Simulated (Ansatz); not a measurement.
BeS:
```xyz
2
Lattice="0.0000 2.4262 2.4262 2.4262 0.0000 2.4262 2.4262 2.4262 0.0000" Properties=species:S:1:pos:R:3 pbc="T T T"
Be     0.0000     0.0000     0.0000
S      1.2131     1.2131     1.2131
```

Relaxed with HSE06.

Problem. Give the Bader charges and basin volumes of the independent atoms, the program Ansatz at the HSE06 level (PAW).

Solution. 

| atom | Bader charge (e) | Bader volume (Å³) |
|---|---|---|
| Be1 | +1.65 | 2.0 |
| S2 | -1.65 | 26.5 |

Space group F-43m (zinc blende). The cell was relaxed with HSE06 under the symmetry of its start.

Potentials: the earlier of the program's two PAW sets.
